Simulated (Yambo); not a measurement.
Yambo input for LiF (rock salt, space group Fm-3m, No. 225) under isotropic strain of +2 % on all lattice vectors (a = b = c = 2.886 Å, α = β = γ = 60.00°), on PBEsol (pw.x of Quantum ESPRESSO, ONCV potentials, no spin-orbit coupling) wavefunctions on a 18×18×18 mesh:

```
optics
chi
dipoles
kernel
FFTGvecs= 40 Ry
Chimod= "HARTREE"
NGsBlkXd= 4 Ry
% QpntsRXd
 1 | 1 |
%
% BndsRnXd
 2 | 13 |
%
GrFnTpXd= "R"
% EnRngeXd
 0.0 | 20.0 | eV
%
% DmRngeXd
 0.2 | 0.2 | eV
%
CGrdSpXd= 50
ETStpsXd= 161
% LongDrXd
 1.0 | 0.0 | 0.0 |
%
% XfnQP_E
 4.684 | 1.0 | 1.0 |
%
```

First lines of the file o-*.eps_q1_inv_rpa_dyson:

```
Absorption @ Q(1):   1.00000000     0.00000000     0.00000000    [q->0 direction]
#
# [ X ] Hartree size     :  27
# [GEN] GF Energies     : Perdew, Burke & Ernzerhof SOL(X)+Perdew, Burke & Ernzerhof SOL(C)+ user defined corrections @E
# [GEN] Green`s Function     : Retarded
#
# [GEN] Gauge     : Length
# [GEN] [r,Vnl] included     : yes
#
#    E[1] [eV]     Im(eps)     Re(eps)     Im(eps_o)     Re(eps_o)
#
     0.000000     -0.29505E-09     1.729416     -0.85222E-18     1.765386
     0.125000     0.947478E-4     1.729445     0.100877E-3     1.765418
     0.250000     0.189553E-3     1.729534     0.201815E-3     1.765512
     0.375000     0.284473E-3     1.729682     0.302874E-3     1.765670
     0.500000     0.379564E-3     1.729890     0.404116E-3     1.765891
     0.625000     0.474886E-3     1.730156     0.505601E-3     1.766175
     0.750000     0.570495E-3     1.730483     0.607393E-3     1.766522
     0.875000     0.666450E-3     1.730869     0.709552E-3     1.766934
     1.000000     0.762811E-3     1.731316     0.812142E-3     1.767409
     1.125000     0.859638E-3     1.731822     0.915227E-3     1.767948
     1.250000     0.956991E-3     1.732390     0.001019     1.768553
     1.375000     0.001055     1.733018     0.001123     1.769222
     1.500000     0.001154     1.733708     0.001228     1.769956
     1.625000     0.001253     1.734459     0.001334     1.770756
     1.750000     0.001353     1.735273     0.001440     1.771622
     1.875000     0.001454     1.736150     0.001548     1.772556
     2.000000     0.001556     1.737090     0.001656     1.773556
     2.125000     0.001659     1.738094     0.001766     1.774625
     2.250000     0.001762     1.739162     0.001876     1.775763
     2.375000     0.001867     1.740296     0.001988     1.776969
     2.500000     0.001974     1.741495     0.002101     1.778246
     2.625000     0.002081     1.742762     0.002216     1.779595
     2.750000     0.002190     1.744096     0.002331     1.781015
     2.875000     0.002300     1.745498     0.002449     1.782508
     3.000000     0.002412     1.746970     0.002568     1.784074
     3.125000     0.002526     1.748512     0.002689     1.785716
     3.250000     0.002641     1.750125     0.002811     1.787434
     3.375000     0.002758     1.751811     0.002936     1.789228
     3.500000     0.002877     1.753571     0.003062     1.791101
     3.625000     0.002998     1.755406     0.003191     1.793054
     3.750000     0.003121     1.757317     0.003322     1.795088
     3.875000     0.003246     1.759305     0.003455     1.797205
     4.000000     0.003374     1.761372     0.003591     1.799405
```
(The file goes on to the top of the energy range.) Convergence of the RPA response with its 18×18×18 mesh was not tested. The scissor comes from a G0W0 run whose convergence isn't established.

Geometry strained from the cell relaxed with PBEsol, atoms relaxed again.
